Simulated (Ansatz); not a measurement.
Here is an unrelaxed guess for Ge2P.

```cif
data_structure
_symmetry_space_group_name_H-M 'Fm-3m'
_symmetry_Int_Tables_number 225
_cell_length_a 5.7689
_cell_length_b 5.7689
_cell_length_c 5.7689
_cell_angle_alpha 90.000
_cell_angle_beta 90.000
_cell_angle_gamma 90.000
_cell_volume 191.99
loop_
_atom_site_label
_atom_site_type_symbol
_atom_site_symmetry_multiplicity
_atom_site_Wyckoff_symbol
_atom_site_fract_x
_atom_site_fract_y
_atom_site_fract_z
_atom_site_occupancy
Ge1 Ge 8 c 0.25000 0.25000 0.75000 1
P1 P 4 a 0.00000 0.00000 0.00000 1
```

Level of theory: DFT PBE, scalar-relativistic, plane waves, PAW (Ansatz 0.2.0). Cutoff 420 eV; k points 6×6×6 on the computed 3-atom cell (Γ-centred); Gaussian smearing, width 0.10 eV; no spin polarisation.

Energies over the elements count from the elements' standard structures at the same level, with no fitted energy shifts. The references include black phosphorus.

Question: Estimate its pressure, forces and energy as it stands.

Answer: The pressure is 20.1 GPa (it wants to expand), the largest force is 0.00 eV/Å (symmetry fixes the atoms), and the energy is +0.65 eV/atom against the elements. The shortest distance is 2.50 Å.

Question: Is it a good guess?

Answer: A rough one: relaxing gains about 0.22 eV/atom (the start's value is from the coarse mesh, so the gain is rough) in 10 ionic steps and ends at +0.43 eV/atom on the finer mesh. The symmetry stays Fm-3m (No. 225). The end has the anti-fluorite type. The volume per atom grows by 27.9 %, from 16.0 to 20.5 Å³. The shortest distance goes from 2.50 Å (Ge–P) to 2.71 Å (Ge–P). Conventional cell: a = 6.262 Å. Ge is surrounded by 4 P at 2.71 Å and 6 Ge at 3.13 Å; around P lie 8 Ge at 2.71 Å.

The last run used a 12×12×12 mesh for its 3-atom cell and Gaussian smearing of 0.10 eV. An odd number of electrons in the primitive cell allows no gap without spin; a larger cell or a magnetic state could open one. The cell is a metal run without spin; a magnetic state may lie lower. The reference form of P is held partly by dispersion forces, which this level lacks. The relaxation can't lower the symmetry of the start, and the grade says only how near the guess is to its own end. A structure relaxed within its symmetry needn't be a true minimum.
